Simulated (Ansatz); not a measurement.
Space group P4/nmm:1 (No. 129). a = 3.848 Å, b = 3.848 Å, c = 5.826 Å, α = 90.00°, β = 90.00°, γ = 90.00°
```
atom site symmetry x y z
  Mn    2a      -4m2  0.0000  0.0000  0.0000
  Al    2c       4mm  0.5000  0.0000  0.7062
  Ge    2c       4mm  0.5000  0.0000  0.2737
```

Equation of state of this MnAlGe structure (not necessarily the ground state), with shape and atoms relaxed at each volume where symmetry leaves them free. It has no gap at any of these volumes. Computed with DFT PBEsol, scalar-relativistic, plane waves, PAW in Ansatz.

Plane waves to 420 eV, a k mesh through Γ of 10×10×6 on the computed 6-atom cell and Gaussian smearing (0.10 eV); collinear spin.

```json
{"V (Å³/atom)": "13.517", "E − E(largest V) (meV/atom)": "5.04", "P (GPa)": "9.67"}
{"V (Å³/atom)": "13.949", "E − E(largest V) (meV/atom)": "-13.75", "P (GPa)": "4.44"}
{"V (Å³/atom)": "14.380", "E − E(largest V) (meV/atom)": "-19.53", "P (GPa)": "0.00"}
{"V (Å³/atom)": "14.811", "E − E(largest V) (meV/atom)": "-14.29", "P (GPa)": "-3.74"}
{"V (Å³/atom)": "15.243", "E − E(largest V) (meV/atom)": "0.00", "P (GPa)": "-6.80"}
```

Fit a third-order Birch–Murnaghan equation to E(V).

V0 = 14.38 Å³/atom, B0 = 135 GPa, B0' = 5.0.

Only parallel moments were tried here.